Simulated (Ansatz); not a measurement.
ZrTi₂Ga₄:
```cif
data_Ga8Ti4Zr2
_chemical_formula_sum 'Zr2 Ti4 Ga8'
_space_group_name_H-M_alt 'I4/mmm'
_space_group_IT_number 139
_space_group_name_Hall '-I 4 2'
_cell_length_a 6.52188
_cell_length_b 6.52188
_cell_length_c 5.44362
_cell_angle_alpha 90.000
_cell_angle_beta 90.000
_cell_angle_gamma 90.000
loop_
_atom_site_label
_atom_site_type_symbol
_atom_site_symmetry_multiplicity
_atom_site_Wyckoff_symbol
_atom_site_fract_x
_atom_site_fract_y
_atom_site_fract_z
_atom_site_occupancy
Zr1 Zr 2 a 0.00000 0.00000 0.00000 1
Ti1 Ti 4 d 0.00000 0.50000 0.25000 1
Ga1 Ga 8 h 0.30498 0.30498 0.00000 1
```
(The calculation used a cell of 7 atoms; values per cell refer to that cell.)

Relaxed with r²SCAN.

**Question.** Which orbitals make up the states near the Fermi level in r²SCAN in the plane-wave PAW code Ansatz?

**Answer.** Within 0.5 eV of the Fermi level: Ti 3d 60 %, Zr 4d 21 %, Ga 4p 15 %. Projections are on Löwdin-orthogonalised atomic valence shells; empty p or d shells of many metals are not among them.

**Question.** Tabulate the density of states.

**Answer.** States/eV per cell of 7 atoms, in 0.25 eV bins, energy from the Fermi level.

```tsv
E (eV)	total	Ti 3d	Ga 4p	Zr 4d
-7.85	1.73	0.06	0.50	0.08
-7.60	2.17	0.08	0.61	0.11
-7.35	2.00	0.10	0.55	0.13
-7.10	2.31	0.14	0.64	0.18
-6.85	2.08	0.15	0.56	0.20
-6.60	1.37	0.11	0.37	0.13
-6.35	1.03	0.09	0.29	0.10
-6.10	0.86	0.08	0.28	0.06
-5.85	0.87	0.09	0.30	0.05
-5.60	1.11	0.14	0.38	0.07
-5.35	1.63	0.24	0.55	0.11
-5.10	1.55	0.24	0.57	0.09
-4.85	1.56	0.23	0.65	0.09
-4.60	1.47	0.21	0.67	0.08
-4.35	1.38	0.20	0.68	0.07
-4.10	1.60	0.23	0.83	0.09
-3.85	1.72	0.23	0.96	0.12
-3.60	2.08	0.28	1.18	0.17
-3.35	2.38	0.34	1.34	0.21
-3.10	2.40	0.33	1.42	0.26
-2.85	2.33	0.45	1.31	0.21
-2.60	3.82	0.89	2.08	0.39
-2.35	4.95	1.18	2.79	0.53
-2.10	4.79	1.30	2.69	0.51
-1.85	4.67	1.47	2.37	0.53
-1.60	4.89	1.44	2.39	0.69
-1.35	3.51	0.98	1.44	0.73
-1.10	3.86	1.24	1.27	1.06
-0.85	5.47	2.24	1.42	1.44
-0.60	5.47	2.79	0.97	1.40
-0.35	5.67	3.31	0.95	1.14
-0.10	4.63	2.72	0.69	1.02
0.15	3.91	2.42	0.55	0.78
0.40	3.18	2.00	0.42	0.64
0.65	1.82	1.02	0.21	0.43
0.90	3.90	2.24	0.39	0.97
1.15	3.03	1.80	0.28	0.77
1.40	6.21	3.97	0.42	1.53
1.65	4.41	2.86	0.31	1.02
1.90	3.45	2.28	0.33	0.66
2.15	6.30	4.21	0.59	1.18
2.40	8.14	5.50	0.58	1.53
2.65	8.15	5.83	0.47	1.26
2.90	5.73	2.93	0.67	1.29
3.15	9.32	3.65	1.19	2.83
3.40	6.65	2.50	1.16	1.96
3.65	3.89	1.32	0.82	1.18
3.90	3.13	0.81	0.88	0.84
4.15	3.71	0.77	1.09	0.84
4.40	3.86	0.70	1.14	0.86
```

The workflow started from a Materials Project entry (that database holds measured and hypothetical structures alike); the Crystallography Open Database copy checked does not list it. Its standing as an ambient phase is unchecked. Symmetry was held in the r²SCAN relaxation; whether a distortion lowers the energy is not shown. No spin polarisation was allowed. Scalar-relativistic: spin–orbit coupling is off unless named, which matters more the heavier the elements.

Potentials: the later of the program's two PAW sets.
